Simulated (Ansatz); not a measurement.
Rh (simple cubic, space group No. 221) under volume change, the program Ansatz at the r²SCAN level (PAW), scaled uniformly.

| V (Å³/atom) | E − E(relaxed) (meV/atom) | P (GPa) |
|---|---|---|
| 14.433 | … | … |
| 14.909 | 41.0 | 14.69 |
| 15.385 | 9.6 | 6.68 |
| 15.861 | 0.0 | -0.01 |
| 16.336 | 8.6 | -5.58 |
| 16.812 | 32.2 | -10.21 |
| 17.288 | … | … |

### Question
Some entries are withheld; supply them.

### Answer

- 14.433, E − E(relaxed) (meV/atom): 98.4
- 14.433, P (GPa): 24.26
- 17.288, E − E(relaxed) (meV/atom): 68.4
- 17.288, P (GPa): -14.04

### Question
What does a third-order Birch–Murnaghan fit give for V₀, B₀ and B′?

### Answer
V₀ = 15.86 Å³/atom, B₀ = 203 GPa, B′ = 5.1.

Space group Pm-3m (simple cubic). The cell is a constructed one: a structure type filled with these elements; neither database checked (COD, Materials Project) lists it. It is not the phase usual at ambient conditions (space group No. 225). The cell was relaxed with r²SCAN under the symmetry of its start; whether a distortion lowers the energy is not shown. The run is not spin-polarised.

Potentials: the later of the program's two PAW sets.
